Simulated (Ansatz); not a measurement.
## In (bct)

Method: LDA, scalar-relativistic; no spin polarisation; PAW, 420 eV, Γ-centred 18×18×18 mesh, 0.05 eV Gaussian smearing; code Ansatz. The datasets are Ansatz's generated set soft_2.

```
CELL_PARAMETERS angstrom
-1.57592 1.57592 2.47147
1.57592 -1.57592 2.47147
1.57592 1.57592 -2.47147
ATOMIC_POSITIONS crystal
In 0.00000 0.00000 0.00000
```

Path: Γ–X–P–N–Γ–M–S | S0–Γ | X–R | G–M, with Γ = (0.000, 0.000, 0.000), X = (0.000, 0.000, 0.500), P = (0.250, 0.250, 0.250), N = (0.000, 0.500, 0.000), M = (0.500, 0.500, -0.500), S = (0.352, 0.648, -0.352), S0 = (-0.352, 0.352, 0.352), R = (-0.203, 0.203, 0.500), G = (0.500, 0.500, -0.203) in reciprocal vectors of the calculation's cell.

Bands as a text map, energy in eV from the Fermi level (dashes), each leg drawn with the same width:
```
  2.86 |         **                           *               **        *    
  2.57 |           *   *                                                *    
  2.29 |          * *   *                             *        *       *     
  2.00 |             **         *                               *            
  1.71 |           *                           *                 *    **     
  1.43 |                                              *          *****       
  1.14 |            *                    *                                   
  0.86 |      *        *                        *                 *   *      
  0.57 |             *                               *                       
  0.29 |                                                           **        
  0.00 |--------------*--------*-----------------*---*---------------*-------
 -0.29 |                                                           ***       
 -0.57 |             * *                                                     
 -0.86 |                                          ***             *   *      
 -1.14 |          *****                   *                      *           
 -1.43 |       *** *    *                         **        *******          
 -1.71 |          *    *                         *             *   *** *     
 -2.00 |       ***       *                                  ***              
 -2.29 |                      *                 *                     * *    
 -2.57 |                *                      * ***                   * *   
 -2.86 |                  *                  ****                       * *  
 -3.14 |                 * *               ****     *                    ****
 -3.43 |                    *              **                              **
 -3.71 |                  *  *                                               
 -4.00 |      *            *                                                 
 -4.29 |                    **                                               
 -4.57 |                                                                     
 -4.86 |                                             *                       
        Γ      X      P      N      Γ      M      SS       ΓX      RG       M
```

**Question.** By these bands, is it a metal or an insulator, and if it has a gap, where are the band edges on this path?

**Answer.** A metal: bands cross the Fermi level.

With 13 valence electrons in the calculation's cell and no magnetic order, the bands, two electrons each, can't all be full or empty: band theory demands a metal. The relaxed cell is 6 % smaller in volume than the cell of this structure in the Crystallography Open Database (26.14 Å³/atom, 2006).
